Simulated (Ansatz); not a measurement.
BeSe (zinc blende, space group No. 216), the program Ansatz at the PBE level (PAW). The conduction-band minimum lies at X, with 3 equivalent valleys. Second derivatives d²E/dk² of the lowest band at one valley (eV·Å²), along Cartesian directions:

```tsv
direction	d²E/dk²
[100]	8.511
[010]	28.15
[001]	28.15
[110]	18.33
[101]	18.33
[011]	28.11
```

Find the principal effective masses, the density-of-states mass and the conductivity mass.

Off-diagonal terms follow from H_xy = H[110] − (H_xx + H_yy)/2, and m*/mₑ = 7.620 eV·Å² over each eigenvalue: 0.27, 0.27, 0.90. One valley's DOS mass (m₁m₂m₃)^(1/3) = 0.40, conductivity mass 3/(Σ 1/mᵢ) = 0.35 mₑ.

What effective density of states Nc follows at 300 K for parabolic valleys?

Nc = 2.509e19 × 3 × (0.40)^(3/2) ≈ 1.9e19 cm⁻³.

Space group F-43m (zinc blende). The cell was relaxed with PBE under the symmetry of its start. Scalar-relativistic: spin–orbit coupling is off unless named, which matters more the heavier the elements.

Potentials: the earlier of the program's two PAW sets.

Edges and masses are those of Kohn–Sham bands, whose gap is no quasiparticle gap.
